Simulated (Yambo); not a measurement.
Yambo run on NaTaO3 (space group P4/mbm, No. 127). The wavefunctions are PBEsol (pw.x of Quantum ESPRESSO, ONCV potentials, no spin-orbit coupling) ones on a 2×2×4 mesh (40 occupied bands); a = 5.4771 Å, b = 5.4771 Å, c = 3.9591 Å, α = 90.00°, β = 90.00°, γ = 90.00°.

Yambo input:

```
rim_cut
gw0
dyson
el_el_corr
HF_and_locXC
cohsex
em1s
RandQpts= 1000000
RandGvec= 1 Ry
EXXRLvcs= 88 Ry
VXCRLvcs= 352 Ry
Chimod= "HARTREE"
% BndsRnXs
 5 | 189 |
%
NGsBlkXs= 7 Ry
% LongDrXs
 1.0 | 1.0 | 1.0 |
%
ExtendOut
% QPkrange
 1 | 1 | 41 | 41 |
 3 | 3 | 40 | 41 |
%
```

k points by index: 1 = Γ, 3 = Z.

Resulting energies as the program prints them:

```
#    K-point    Band    Eo [eV]    E [eV]    E-Eo [eV]    Vxc [eV]    Vnlxc [eV]    Sc|Eo [eV]    Re(Z)    Im(Z)
#
    1    41    2.327934    2.205506    -0.122428    -14.91857    -9.301884    -5.739116    1.000000    0.000000
    3    40    0.000000    -2.112288    -2.112288    -20.00411    -25.12402    3.007616    1.000000    0.000000
    3    41    2.738097    2.725504    -0.012594    -15.31471    -9.316880    -6.010429    1.000000    0.000000
```
(The two width columns are left out.) Convergence of these settings isn't established.

Geometry of the Materials Project entry, not relaxed at this level.

This is not the ordinary phase of the substance.
